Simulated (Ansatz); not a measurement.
The elements of this relaxed trial crystal are hidden behind letters.

```
lattice vectors (Å)
   0.0000    3.7396    3.7396
   3.7396    0.0000    3.7396
   3.7396    3.7396    0.0000
fractional positions
X 0.0000 0.0000 0.0000
Z 0.8363 0.1637 0.5000
Z 0.1637 0.8363 0.5000
Z 0.5000 0.8363 0.1637
Z 0.1637 0.5000 0.5000
Z 0.5000 0.5000 0.8363
Z 0.5000 0.5000 0.1637
Z 0.5000 0.8363 0.5000
Z 0.1637 0.5000 0.8363
Z 0.8363 0.5000 0.5000
Z 0.5000 0.1637 0.5000
Z 0.8363 0.5000 0.1637
Z 0.5000 0.1637 0.8363
```

Theory: DFT PBE, scalar-relativistic, plane waves, PAW in Ansatz 0.2.0. Cutoff 420 eV, Γ-centred 10×10×10 mesh (13-atom cell), Gaussian smearing of 0.10 eV, no spin polarisation.

```
Space group                                  : Fm-3m (No. 225)
Conventional cell                            : a = 7.479 Å
Volume per atom                              : 8.05 Å³
Density                                      : 2.42 g/cm³
Formation energy                             : +0.11 eV/atom
Gap on the 10×10×10 mesh of the 13-atom cell : 0 eV (a metal)
```

Energies are uncorrected and count from the elements' standard states at the same level.

Problem. X is an s-block element of period 3 and Z is a p-block element of period 2. Which elements are they?

Solution. X = Na, Z = B, so the formula is NaB12. Density times volume gives a mean mass of 2.42 × 8.05/1.6605 = 11.7 u per atom, and this set has 11.7 u. Among the elements that the hints allow, noble gases aside, only these give it. Around Na lie 24 B at 2.78 Å; B has 5 B at 1.73–1.78 Å, 2 B at 2.52 Å and 2 Na at 2.78 Å.

The cell is a metal run without spin; a magnetic state may lie lower. Symmetry constrained the relaxation, so the result can be a saddle point.
